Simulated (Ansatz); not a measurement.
# One run on MnO₂ (P-3m1): total moment held at 3.9 μB

Level of theory: DFT, LDA, all-electron PAW with datasets made for the crystal, scalar-relativistic in Ansatz 0.2.0.

Command: `ansatz run input.yaml --threads 2 --pin off --max-ram 6144MiB --backend cpu --events-out ev --progress --plain --runs-dir out`

```yaml
crystal:
  lattice:
    - [2.8565781804, 0.0, 0.0]
    - [-1.4282890902, 2.4738692722, 0.0]
    - [0.0, 0.0, 4.6013740589]
  atoms:
    - { symbol: Mn, position: [0.0, 0.0, 0.5], spin: 3.9 }
    - { symbol: O, position: [0.6666666667, 0.3333333333, 0.29370743] }
    - { symbol: O, position: [0.3333333333, 0.6666666667, 0.70629257] }
magnetization:
  spin_polarized: true
  initial_magnetization: 3.9
  spin_locking: { lock_magnetization: hard }
kpoints:
  mp_grid: { grid: [11, 11, 6] }
scf:
  occupations: { method: fermi_dirac, width: 0.03 }
  lower_state_search: "off"
hamiltonian:
  xc: lda
  pseudopotentials: { kind: all_electron, datasets: crystal }
output:
  forces: true
  stress: true
  eigenvalues: false
```

Log:

```
settings of this run that can trade accuracy for cost: output.eigenvalues: false. Do not mix this run's numbers with those of runs without the same settings; the input reference describes each key
hamiltonian.pseudopotentials.datasets: crystal makes datasets for this crystal and solves the spheres of its atoms anew in each pass: cutoff 520.0 eV, the density's 2080.0 eV; for an error of 0.50 meV an atom under PBE, 1.5 meV for the cell; an energy difference from a run of another recipe may be off by several times the error for the cell, under r2SCAN by more, where some 0.1 meV an atom stays a …
Engine: ansatz 0.2.0
Pseudopotentials: kind: all_electron
Pseudopotential: Mn, paw, valence charge 15, recommended cutoff 520 eV (normal), crystal/all_electron/lda/scalar/gaussian/Mn, Koelling and Harmon's equation, gaussian nucleus
Pseudopotential: O, paw, valence charge 6, recommended cutoff 520 eV (normal), crystal/all_electron/lda/scalar/gaussian/O, Koelling and Harmon's equation, gaussian nucleus
Functional definition: SPW92
  exchange = slater_x
  correlation = pw_c
Crystal: 3 atoms, lattice volume = 32.517 Å³
Basis set: ecut = 520 eV, 857 PW (Γ)
Bands: 20, of which v1, the nominal top of the filled ones, is band 14 counted from 1 (13 counted from 0)
Symmetry: 12 space group operations
Space group: P-3m1 (ITA 164), of the structure as read, at distance tolerance 3.2e-5 Å
Magnetic group: BNS 164.85 (UNI 1315), of the structure as read, at distance tolerance 3.2e-5 Å
k-points: 84 of 726
Non-local potential: Mn, projectors of the file, l = 0: 2, l = 1: 2, l = 2: 2
Non-local potential: O, projectors of the file, l = 0: 1, l = 1: 2
PAW form: soft (Blöchl's): semilocal exchange-correlation on the pseudo side does not see the compensation charge
PAW one-centre angular grid: Mn, 590 points (default); XC on its mesh's 1845 points in the sphere
PAW one-centre angular grid: O, 110 points (default); XC on its mesh's 1893 points in the sphere
Initial density: superposition of atomic densities (chi_scale 0.1, normalization cell, long waves kept (reshape's long-wave potential 0.13 eV rms))
Starting moments: Σ|m| = 3.9 μB on 1 of 3 sites
Initial wavefunctions: pseudopotential atomic-orbital guess
Functional: x = slater, c = lda
iter 1 solved again at ethr=5.60e-3 eV; its pass at ethr=1.00e-1 eV (dr2=1.51e0 eV) is discarded
SCF iter   1: F=—  HF=-35541.160260 eV  |F-HF|=—  |Δ(HF+E_count)|=         —  Δρ=7.48e-2 (↑3.31e-2 ↓7.48e-2)  dr2=1.61e0  dr2_m=6.54e-1  M=3.900 μB ∫|m|=3.900 μB  β_m=0.30  ethr=5.60e-3  ⟨swp⟩=2.3  Hψ=18342  notcnv=0
preconditioner: auto → none  [metal: Δε(μ)=0.015 eV  Ē_g=14.775 eV  σ=0.030 eV  W_gap=0.12  n_scr=8 (ndim 8)  ℏωp=28.4 eV  f_vac=0.109  D(μ)=2.99/eV (n_scr^D=34)  sad-step TF]
[...]
SCF iter   9: F=—  HF=-35541.459857 eV  |F-HF|=—  |Δ(HF+E_count)|=   6.57e-6  Δρ=9.98e-5 (↑2.66e-5 ↓9.98e-5)  dr2=4.75e-6  dr2_m=4.20e-7  M=3.900 μB ∫|m|=3.900 μB  β_m=0.67  ethr=1.08e-7  ⟨swp⟩=2.5  Hψ=5922  notcnv=0
SCF iter  10: F=—  HF=-35541.459856 eV  |F-HF|=—  |Δ(HF+E_count)|=   3.22e-7  Δρ=5.98e-5 (↑2.36e-5 ↓5.98e-5)  dr2=1.97e-6  dr2_m=1.60e-7  M=3.900 μB ∫|m|=3.900 μB  β_m=0.83  ethr=1.76e-8  ⟨swp⟩=2.0  Hψ=5699  notcnv=0
[...]
By the cutoff:   a pressure is off by up to 0.007 GPa (1.2 times the spheres' own share and the shells' term, over an atom's volume, and 0.004 GPa: a bound that held against runs at twice the plane waves)
Past the cutoffs: a stress includes 0.0021 GPa for waves and charges beyond them, in addition to the slope of what the spheres take
In the spheres:  the bands' charges fall short by 1.2e-6 e at most (sound up to 1e-3)
Fermi energy:    8.131700 (↑ 9.894360, ↓ 6.369041) eV
--- Per-component energies (eV) ---
  E_band       = -353.747708
  E_kinetic    = 653.698579
  E_local      = -3195.038594  (includes V_loc(G=0)·N_el)
  E_nonlocal   = -30.105013
  E_hartree    = 1471.499086
  E_xc         = -228.672989
  E_vxc        = -299.460383  (∫ρ·V_xc dr)
  E_paw        = -35740.735554  (= ΣΔE_a)
  E_vpaw       = -3993.230346  (= ΣTr[D̂ρ^β])
  E_ewald      = -2039.490050
  E_smearing   = -0.010226  (= −TS)
  E_closure    = 3567.394903  (closes the sum)
  Σ components = -35541.459858   (vs F -35541.459858, Δ=0.00e0)
  The terms above E_closure are by the made datasets' own strengths, without shells solved beside the bands.
--- Forces (eV/Å), atoms counted from 1 ---
  atom   1  Mn     0.00000000     0.00000000     0.00000000
  atom   2  O      0.00000000     0.00000000    -0.01309866
  atom   3  O      0.00000000     0.00000000     0.01309866
  max |Σ_I F_I| component: 1.85e-17 eV/Å
--- Stress (GPa, compression-positive) ---
        7.930380      -0.000000       0.000000
       -0.000000       7.930380       0.000000
        0.000000       0.000000      -2.255295
  P = ⅓ Tr σ = 4.5352 GPa (45.352 kbar)
settings of this run that can trade accuracy for cost: output.eigenvalues: false. Do not mix this run's numbers with those of runs without the same settings; the input reference describes each key
```

Site moments (μB): Mn1 2.74, O2 0.32, O3 0.32. Cell moment 3.90 μB.

The magnetic group in the log treats spin as a scalar label, without spin–orbit coupling.

The Ansatz runs typed with the search for lower states off end where their start leads. None of this fixes the real material's magnetic order: only patterns that fit the cell were computed, at zero temperature, with a functional that can overstate moments.

It took 12 s on 2 threads of Arm Neoverse V2, on a shared host, peak memory 0.86 GiB.
